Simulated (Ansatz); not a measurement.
Si2BSb:
```cif
data_B3Sb3Si6
_chemical_formula_sum 'B3 Sb3 Si6'
_space_group_name_H-M_alt 'R3m :H'
_space_group_IT_number 160
_space_group_name_Hall 'R 3 -2"'
_cell_length_a 3.67190
_cell_length_b 3.67190
_cell_length_c 19.20318
_cell_angle_alpha 90.000
_cell_angle_beta 90.000
_cell_angle_gamma 120.000
loop_
_atom_site_label
_atom_site_type_symbol
_atom_site_symmetry_multiplicity
_atom_site_Wyckoff_symbol
_atom_site_fract_x
_atom_site_fract_y
_atom_site_fract_z
_atom_site_occupancy
B1 B 3 a 0.00000 0.00000 0.98941 1
Sb1 Sb 3 a 0.00000 0.00000 0.10998 1
Si1 Si 3 a 0.00000 0.00000 0.51379 1
Si2 Si 3 a 0.00000 0.00000 0.63685 1
```
(The calculation used a cell of 4 atoms; values per cell refer to that cell.)

Relaxed with PBEsol.

Question: Decompose the optical modes at the zone centre into irreducible representations, and say which are infrared and Raman allowed.

Answer: Point group 3m: Γ_opt = 3A1 + 3E. Infrared: A1, E. Raman: A1, E.

Question: Assign frequencies (DFPT, plane-wave PAW PBEsol (Ansatz code)).

Answer: E 90, A1 280, E 326, A1 424, A1 503, E 575 cm⁻¹.

The start of the workflow was typed in or built on a structure type; neither database checked (COD, Materials Project) lists it. Whether it is the stable phase at ambient conditions was not checked. Symmetry was held in the PBEsol relaxation; its stability against distortions is not shown here. The volume moved by 18 % from the start of the relaxation. Its formation energy is positive at this level, so the cell may be metastable or incomplete. As this level gives no gap, phonon frequencies hold no LO–TO term and depend on the k-mesh and smearing (Fermi–Dirac, 0.1 eV here). Scalar-relativistic: spin–orbit coupling is off unless named, which matters more the heavier the elements.

Potentials: the earlier of the program's two PAW sets. The files were generated under PBE; for other functionals the program regenerates the frozen cores, and for LDA and PBEsol the local potential too.
